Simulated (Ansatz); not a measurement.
This run works on a generated trial structure, not on a known crystal.

Input and command of a plane-wave DFT calculation in Ansatz:

```yaml
crystal:
  lattice:
    - [-3.2211443, 3.83435643, 5.31049364]
    - [3.2211443, -3.83435643, 5.31049364]
    - [3.2211443, 3.83435643, -5.31049364]
  atoms:
    - { symbol: Dy, position: [0.0, 0.0, 0.0] }
    - { symbol: Ag, position: [0.5, 0.0, 0.5] }
    - { symbol: B, position: [0.81580615, 0.31580615, 0.5] }
    - { symbol: B, position: [0.31580615, 0.31580615, 0.0] }
    - { symbol: B, position: [0.18419385, 0.68419385, 0.5] }
    - { symbol: B, position: [0.68419385, 0.68419385, 0.0] }
    - { symbol: F, position: [0.84870422, 0.66272092, 0.81401669] }
    - { symbol: F, position: [0.34870422, 0.66272092, 0.31401669] }
    - { symbol: F, position: [0.15129578, 0.33727908, 0.18598331] }
    - { symbol: F, position: [0.65129578, 0.33727908, 0.68598331] }
    - { symbol: F, position: [0.15129578, 0.96531247, 0.81401669] }
    - { symbol: F, position: [0.65129578, 0.96531247, 0.31401669] }
    - { symbol: F, position: [0.84870422, 0.03468753, 0.18598331] }
    - { symbol: F, position: [0.34870422, 0.03468753, 0.68598331] }
    - { symbol: F, position: [0.0, 0.5, 0.5] }
    - { symbol: F, position: [0.5, 0.5, 0.0] }
    - { symbol: F, position: [0.25, 0.0, 0.25] }
    - { symbol: F, position: [0.75, 0.0, 0.75] }
    - { symbol: F, position: [0.43917835, 0.68917835, 0.75] }
    - { symbol: F, position: [0.93917835, 0.68917835, 0.25] }
    - { symbol: F, position: [0.06082165, 0.31082165, 0.75] }
    - { symbol: F, position: [0.56082165, 0.31082165, 0.25] }
basis:
  ecutwfc: 630
kpoints:
  mp_grid: { grid: [3, 3, 3] }
hamiltonian:
  xc: pbe
  pseudopotentials:
    kind: paw
    azcp: { Dy: "pseudopotentials/pbe/nc/lanthanide_3plus/Dy.nc.azcp" }
scf:
  occupations: { method: gaussian, width: 0.15 }
  lower_state_search: "off"
output:
  forces: true
  stress: true
  eigenvalues: true
relax:
  adjacent_minimum: "off"
  f_tol: 0.08
  max_steps: 32
  cell: { stress_tol: 0.8 }
```

```bash
ansatz run input.yaml --threads 1 --pin off --max-ram 2816MiB --backend cpu --events-out ev --progress --plain --runs-dir out
```

Processor: Intel(R) Xeon(R) 6975P-C (Granite Rapids), 1 thread, on a host shared with other jobs.

Problem. Estimate time, memory and problem size.

Solution. About 4.6 min, peak memory 1.1 GiB. It solves 99 bands at 8 k points (after reduction by symmetry) with about 13499 plane waves (on the last cell), in 122 SCF iterations over 15 ionic steps.

With its 4f electrons in the core of a norm-conserving potential, the lanthanide is trivalent by construction, without f bands, f moments or other valences.
